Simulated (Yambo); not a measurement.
One stored BSE kernel of dimension 1944 for BaTiO₃ (space group R3m, No. 160) (Yambo, PBEsol bands; 6×6×6 mesh, 3 valence and 3 conduction bands, static screening with 43 bands and a 3 Ry block, scissor 1.65 eV, Tamm-Dancoff; broadening 0.15 eV; field along x), solved in several ways.

| solver | iterations | largest change of Im ε (% of its maximum) | rough time |
|---|---|---|---|
| Haydock, threshold 2 % | 6 | 48 | within a factor of two |
| Haydock, threshold 0.5 % | 11 | 11 | within a factor of two |
| Haydock, threshold 0.1 % | 15 | 4.8 | within a factor of two |
| Haydock, threshold 0.005 % | 24 | 0.5 | 1 |
| SLEPc, lowest 10 states | – | no full spectrum | within a factor of two |
| SLEPc, lowest 60 states | – | no full spectrum | within a factor of two |
| full diagonalisation | – | reference | about 9× |

Haydock gives the spectrum without eigenstates, SLEPc the lowest states alone, full diagonalisation everything at a cost that grows as the cube of the dimension. Times include reading the kernel. Times are rough ratios from shared machines. Mesh and scissor weren't tested; the rows compare only with each other.

Geometry of the Materials Project entry, not relaxed at this level; primitive cell a = b = c = 4.034 Å, α = β = γ = 89.84°.
